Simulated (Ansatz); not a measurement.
Relaxation of a randomly generated symmetric cell of Si2W (space group No. 37); 6 atoms in the cell, which starts as Ccc2 (No. 37), oS12; a = 5.6628 Å, b = 6.7648 Å, c = 5.1716 Å, α = β = γ = 90.00°. The numbers are results of PBE (plane waves to 420 eV, PAW, scalar-relativistic; Ansatz, a program for electronic structure), not measurements. Γ-centred k-mesh 5×5×5 on the run's cell (coarser than for final values), Fermi–Dirac smearing 0.05 eV. This is the first round of the run. 

The optimiser's lines from the output (shortened; P is positive under compression):

```
relax step   1: F+E_penalty+E_count = -23300.25235288 eV  Δ(F+E_penalty+E_count) = +0.000e0 eV  max|allowed force component| = 1.937e1 eV/Å  Δτ_max = 0.0000 Å  P = +44.204 GPa  Ω = 99.056 Å³  (9 SCF iters, dr2 threshold 1.00e-7 eV, accepted)
relax step   2: F+E_penalty+E_count = -23309.53735671 eV  Δ(F+E_penalty+E_count) = -9.285e0 eV  max|allowed force component| = 4.137e0 eV/Å  Δτ_max = 0.1389 Å  P = +10.430 GPa  Ω = 101.293 Å³  (7 SCF iters, dr2 threshold 6.00e-7 eV, accepted)
relax step   3: F+E_penalty+E_count = -23311.36901747 eV  Δ(F+E_penalty+E_count) = -1.832e0 eV  max|allowed force component| = 2.041e0 eV/Å  Δτ_max = 0.0649 Å  P = +3.531 GPa  Ω = 99.334 Å³  (6 SCF iters, dr2 threshold 6.00e-7 eV, accepted)
relax step   4: F+E_penalty+E_count = -23311.89021948 eV  Δ(F+E_penalty+E_count) = -5.212e-1 eV  max|allowed force component| = 2.776e-1 eV/Å  Δτ_max = 0.0803 Å  P = +5.306 GPa  Ω = 95.777 Å³  (6 SCF iters, dr2 threshold 6.00e-7 eV, accepted)
relax step   5: F+E_penalty+E_count = -23311.96388819 eV  Δ(F+E_penalty+E_count) = -7.367e-2 eV  max|allowed force component| = 1.258e-1 eV/Å  Δτ_max = 0.0777 Å  P = -0.470 GPa  Ω = 99.338 Å³  (6 SCF iters, dr2 threshold 6.00e-7 eV, accepted)
relax step   6: F+E_penalty+E_count = -23311.97486516 eV  Δ(F+E_penalty+E_count) = -1.098e-2 eV  max|allowed force component| = 1.460e-2 eV/Å  Δτ_max = 0.0043 Å  P = -0.108 GPa  Ω = 99.091 Å³  (6 SCF iters, dr2 threshold 6.00e-7 eV, accepted)
relax step   7: F+E_penalty+E_count = -23311.97529923 eV  Δ(F+E_penalty+E_count) = -4.341e-4 eV  max|allowed force component| = 1.099e-2 eV/Å  Δτ_max = 0.0040 Å  P = -0.036 GPa  Ω = 99.039 Å³  (6 SCF iters, dr2 threshold 6.00e-7 eV, accepted)
relax step   8: F+E_penalty+E_count = -23311.97534473 eV  Δ(F+E_penalty+E_count) = -4.550e-5 eV  max|allowed force component| = 3.620e-3 eV/Å  Δτ_max = 0.0014 Å  P = -0.031 GPa  Ω = 99.022 Å³  (6 SCF iters, dr2 threshold 3.06e-8 eV, accepted)
relax step   9: F+E_penalty+E_count = -23311.97536436 eV  Δ(F+E_penalty+E_count) = -1.963e-5 eV  max|allowed force component| = 5.110e-4 eV/Å  Δτ_max = 0.0021 Å  P = -0.001 GPa  Ω = 99.001 Å³  (6 SCF iters, dr2 threshold 6.66e-9 eV, accepted)
relax step  10: F+E_penalty+E_count = -23311.97635578 eV  Δ(F+E_penalty+E_count) = -9.914e-4 eV  max|allowed force component| = 3.449e-4 eV/Å  Δτ_max = 0.0000 Å  P = -0.002 GPa  Ω = 99.001 Å³  stress off target by 1.17e-2 GPa  SCF on the basis re-selected at this cell (its energy is not comparable with the rows above)  (6 SCF iters)
```

From the first to the last row the energy changes by -1.95 eV/atom and the volume by -0.1 %. The last row is marked as not comparable with the walk above it, whose basis was carried along; it does compare with step 1, since both stand on a basis selected at the nominal cutoff for their own cell.

Later rounds, restarted from the end of this one on a renewed k-mesh, logged 8 more steps and released under 0.01 eV/atom more. The final structure after all rounds: Cccm (No. 66), oS12; a = 6.1723 Å, b = 6.3088 Å, c = 5.0868 Å, α = β = γ = 90.00°. Between re-selections the logged energies stand on a plane-wave basis carried along with the cell. No spin polarisation in the result.

The run could not lose the symmetry of its start: the end is stationary, and may be a saddle point rather than a minimum.

The relaxed structure here is a generated cell of Si2W: the first start was made by a random draw of sites in a space group, and the end was not matched to a known phase here, so it may be hypothetical. Known forms of Si2W include space group No. 139.
